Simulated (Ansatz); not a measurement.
Input and command of a plane-wave DFT calculation in Ansatz:

```yaml
crystal:
  lattice:
    - [0.0, 4.2058750896, 4.2708438582]
    - [4.0971162014, 0.0, 4.2708438582]
    - [4.0971162014, 4.2058750896, 0.0]
  atoms:
    - { symbol: K, position: [0.7382846543, 0.7382846543, 0.7617153457] }
    - { symbol: K, position: [0.2382846543, 0.2382846543, 0.2617153457] }
    - { symbol: Na, position: [0.4965702064, 0.4965702064, 0.5034297936] }
    - { symbol: Mo, position: [0.9787898052, 0.9787898052, 0.0212101948] }
    - { symbol: O, position: [0.8059673994, 0.2364362936, 0.1940326006] }
    - { symbol: O, position: [0.7747866673, 0.7747866673, 0.2252133327] }
    - { symbol: O, position: [0.2364362936, 0.8059673994, 0.7635637064] }
    - { symbol: F, position: [0.2330955634, 0.7609993892, 0.2390006108] }
    - { symbol: F, position: [0.236786367, 0.236786367, 0.763213633] }
    - { symbol: F, position: [0.7609993892, 0.2330955634, 0.7669044366] }
basis:
  ecutwfc: 500
kpoints:
  mp_grid: { grid: [4, 4, 4] }
hamiltonian:
  xc: r2scan
scf:
  occupations: { method: gaussian, width: 0.02 }
output:
  forces: true
  stress: true
  eigenvalues: true
relax:
  adjacent_minimum: "off"
  f_tol: 0.02
  max_steps: 70
  cell: { stress_tol: 0.1 }
```

```bash
ansatz run input.yaml --threads 2 --pin off --max-ram 5120MiB --backend cpu --events-out ev --progress --plain --runs-dir out
```

Processor: Intel(R) Xeon(R) 6975P-C (Granite Rapids), 2 threads, on a host shared with other jobs.

Task: How long does it run, and how much memory does it take?

Result: About 20 s on 2 threads of Intel(R) Xeon(R) 6975P-C (Granite Rapids) (shared host), peak memory 1 GiB. It solves 50 bands at 18 k points (the mesh reduced by the symmetry that the task leaves, which can be less than the crystal's) with about 3743 plane waves (on the last cell), in 20 SCF iterations over 3 ionic steps.